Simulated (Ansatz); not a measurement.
Sheets of one type (M2XT2 MXene (fcc sites)-type), DFT-PBE in the program Ansatz with PAW potentials; HSE06 gaps on those cells.

| layer | a (Å) | thickness (Å) |
|---|---|---|
| Ta2CF2 | 3.207 | 4.98 |
| Cr2CF2 | (withheld) | (withheld) |
| V2CF2 | 2.986 | 4.60 |
| Cr2CO2 | 2.894 | 4.41 |
| Y2CF2 | 3.574 | 5.09 |
| Ti2CF2 | 3.055 | 4.78 |
| Zr2CF2 | 3.303 | 5.13 |

### Question
What belongs in the gaps?

### Answer

- Cr2CF2, a (Å): 3.039
- Cr2CF2, thickness (Å): 4.42

Spin orders computed, not proven ground states: Cr2CF2, M2XT2 MXene (fcc sites)-type layer antiferromagnetic; Cr2CO2, M2XT2 MXene (fcc sites)-type layer ferromagnetic. Began spin-polarised and lost the moments: V2CF2, M2XT2 MXene (fcc sites)-type layer. All cells were relaxed under the symmetry of their starts (and spin orders); stability against distortions was not tested throughout. Rows with no word on spin ran without spin polarisation. No Hubbard U is applied. Scalar-relativistic: spin–orbit coupling is off unless named, which matters more the heavier the elements. Constructed layers (a layer type filled with these elements): Ta2CF2, M2XT2 MXene (fcc sites)-type layer; Cr2CF2, M2XT2 MXene (fcc sites)-type layer; V2CF2, M2XT2 MXene (fcc sites)-type layer; Cr2CO2, M2XT2 MXene (fcc sites)-type layer; Y2CF2, M2XT2 MXene (fcc sites)-type layer; Ti2CF2, M2XT2 MXene (fcc sites)-type layer; Zr2CF2, M2XT2 MXene (fcc sites)-type layer.

Potentials: the later of the program's two PAW sets.
